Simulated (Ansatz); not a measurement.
**I (solid)**

Level of theory: DFT, HSE06, scalar-relativistic, no spin polarisation; plane waves to 420 eV with PAW datasets (Ansatz 0.2.0), 4×4×2 k-mesh, Gaussian smearing of 0.05 eV. The datasets are Ansatz's generated set soft_2.

```cif
data_structure
_symmetry_space_group_name_H-M 'Cmce'
_symmetry_Int_Tables_number 64
_cell_length_a 8.6211
_cell_length_b 4.6691
_cell_length_c 9.9885
_cell_angle_alpha 90.000
_cell_angle_beta 90.000
_cell_angle_gamma 90.000
_cell_volume 402.07
loop_
_atom_site_label
_atom_site_type_symbol
_atom_site_symmetry_multiplicity
_atom_site_Wyckoff_symbol
_atom_site_fract_x
_atom_site_fract_y
_atom_site_fract_z
_atom_site_occupancy
I1 I 8 f 0.50000 0.14359 0.61823 1
```

The database's entry of this formula in the relaxed cell's space group, Cmce, has axes of 4.790 × 7.270 × 9.793 Å and 42.63 Å³/atom (1963), the relaxed one 4.669 × 8.621 × 9.989 Å and 50.26.

**Question.** Which orbitals make up the states within about 0.6 eV of each band edge?

**Answer.** Valence edge: I 5p 99 %. Conduction edge: I 5p 97 %. Shares are among the projected shells; the gap is 2.05 eV.

Density of states (tetrahedra, averaged over 0.4 eV; states/eV per cell of 4 atoms; energy in eV from the Fermi level; projections on Löwdin-orthogonalised atomic orbitals, summed over sites):

```
    E  total  I 5p  I 5s
-5.65    1.5   1.5   0.0
-5.25    5.5   5.3   0.2
-4.85    2.2   2.1   0.1
-4.45    0.7   0.6   0.0
-4.05    1.7   1.7   0.0
-3.65    5.7   5.6   0.1
-3.25    8.7   8.5   0.1
-2.85    4.0   3.9   0.0
-2.45    0.3   0.3   0.0
-2.05    5.7   5.6   0.1
-1.65    8.5   8.4   0.1
-1.25    5.5   5.5   0.0
-0.85    0.0   0.0   0.0
-0.45    0.0   0.0   0.0
-0.05    0.0   0.0   0.0
 0.35    0.0   0.0   0.0
 0.75    0.0   0.0   0.0
 1.15    1.1   1.0   0.0
 1.55    5.5   5.2   0.2
 1.95    3.4   3.3   0.1
 2.35    0.0   0.0   0.0
 2.75    0.0   0.0   0.0
 3.15    0.0   0.0   0.0
 3.55    0.0   0.0   0.0
 3.95    0.0   0.0   0.0
```

These numbers lack spin–orbit coupling. The structure is built of weakly bound molecules, and this functional has no dispersion term, so their spacing and all that hangs on it (volume, the soft elastic constants, low modes, dielectric constants) are poorly given.
